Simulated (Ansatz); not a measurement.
# Scan of one atom of the cell for InAs (zinc blende)

Starting cell, InAs (zinc blende):

```xyz
4
Lattice="0.0000 6.1863 6.1863 3.0932 0.0000 3.0932 3.0932 3.0932 0.0000" Properties=species:S:1:pos:R:3 pbc="T T T"
As     4.6397     4.6397     4.6397
As     4.6397     7.7329     7.7329
In     0.0000     0.0000     0.0000
In     0.0000     3.0932     3.0932
```

In this cell atom 4 (In, nearest neighbour As at 2.679 Å; its periodic images, 4.4 Å or more away, move with it) is moved by s along Cartesian [111], unit vector (0.577, 0.577, 0.577); all other atoms and the cell stay fixed.

These are PBE (plane waves to 420 eV, PAW, scalar-relativistic; Ansatz, a first-principles code) values and carry that method's errors. k mesh 4×8×8 (Γ-centred), Fermi-Dirac smearing 0.05 eV. The energy includes the smearing's −TS. Compression counts positive. With partly filled bands, energies and forces of such displacements shift with the k mesh and the smearing. F∥ is the force on the atom along that direction. F⊥ is the part of the force across the line. At this level the bands of InAs touch or barely overlap; measurements give the solid a gap. InAs was relaxed with its symmetry unable to fall. The zero of ΔE is the undisplaced structure.

| s (Å) | ΔE (meV/cell) | P (GPa) | |F⊥| (eV/Å) | F∥ (eV/Å) |
|---|---|---|---|---|
| -0.540 | 1775 | 5.3 | 0.331 | 8.831 |
| -0.432 | 995 | 3.0 | 0.250 | 5.791 |
| -0.324 | 494 | 1.5 | 0.178 | 3.607 |
| -0.216 | 195 | 0.6 | 0.114 | 2.015 |
| -0.108 | 43 | 0.1 | 0.055 | 0.848 |
| 0.000 | 0 | 0.0 | 0.000 | 0.000 |
| 0.108 | 34 | 0.1 | 0.050 | -0.599 |
| 0.216 | 123 | 0.4 | 0.102 | -1.012 |
| 0.324 | 247 | 0.7 | 0.156 | -1.269 |
| 0.432 | 392 | 1.1 | 0.208 | -1.386 |
| 0.540 | 543 | 1.4 | 0.263 | -1.406 |

Read from the data:

| Quantity | Result |
|---|---|
| Energy at s = 0.540 Å | 543 meV/cell |
| Force along the line at s = -0.540 Å | 8.83 eV/Å |
| Symmetry of the curve | not even: the negative side lies higher at ±0.540 Å |
| Shape of the curve | a single well with its minimum at or next to zero displacement |
| Force constant k = d²E/ds² at s = 0 (finite differences) | 6.60 eV/Å² |
| Harmonic estimate at the end of the scan | ½ks² = 962 meV/cell against the computed 543 meV/cell, so the well is softer than harmonic there |

The 11 points together took very roughly 3 core-minutes.

(A displaced cell: forces are minus the slopes of the energy, force constants its curvatures, and phonons follow from these.)
